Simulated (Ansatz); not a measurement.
Starting cell, TiO (space group C2/m):

```
TiO
1.0
    4.56291    -2.04250     0.00000
    4.56291     2.04250     0.00000
   -1.70151     0.00000     5.44157
Ti O
5 5
Direct
  0.65345   0.65345   0.32312
  0.34655   0.34655   0.67688
  0.66636   0.66636   0.83277
  0.33364   0.33364   0.16723
  0.00000   0.00000   0.50000
  0.50000   0.50000   0.00000
  0.83212   0.83212   0.16875
  0.16788   0.16788   0.83125
  0.83133   0.83133   0.65862
  0.16867   0.16867   0.34138
```

The atoms are displaced by Q × the pattern below (from a DFPT mode at Γ, largest move 1; Q in Å), at fixed cell.

| atom | x | y | z |
|---|---|---|---|
| Ti1 | 0.000 | 0.789 | 0.000 |
| Ti2 | 0.000 | -0.789 | 0.000 |
| Ti3 | 0.000 | 1.000 | 0.000 |
| Ti4 | 0.000 | -1.000 | 0.000 |
| O7 | 0.000 | -0.778 | 0.000 |
| O8 | 0.000 | 0.778 | 0.000 |
| O9 | 0.000 | -0.554 | 0.000 |
| O10 | 0.000 | 0.554 | 0.000 |

Atoms not listed stay in place.

Calculation: LDA (plane waves to 420 eV, PAW, scalar-relativistic; Ansatz, a program for electronic structure). k mesh 12×12×8 (Γ-centred), Fermi-Dirac smearing 0.05 eV. E stands for the smeared free energy. With partly filled bands, energies and forces of such displacements shift with the k mesh and the smearing. TiO is run without spin polarisation and with no Hubbard U. TiO was relaxed with its symmetry unable to fall. ΔE is measured from the undisplaced structure. The last digit holds for this mesh only.

| Q (Å) | ΔE (meV/cell) |
|---|---|
| -0.1000 | 193.9 |
| -0.0833 | 134.4 |
| -0.0667 | 85.9 |
| -0.0500 | 48.2 |
| -0.0333 | withheld |
| -0.0167 | 5.4 |
| 0.0000 | 0.0 |
| 0.0167 | 5.4 |
| 0.0333 | withheld |
| 0.0500 | 48.2 |
| 0.0667 | 85.9 |
| 0.0833 | 134.4 |
| 0.1000 | 193.9 |

Fit an even polynomial form (powers 2, 4) to the given rows and predict ΔE at Q = 0.0333.

Least squares on the 11 given rows: ΔE = (19260)·Q² + (12910)·Q⁴, in meV/cell with Q in Å; root-mean-square residual 0.06 meV/cell. At 0.0333 the fit gives 21.4 meV/cell; the calculation gives 21.4 meV/cell, the same to the digits shown. The quadratic term alone would give 21.4 meV/cell.

(A displaced cell: forces are minus the slopes of the energy, force constants its curvatures, and phonons follow from these.)
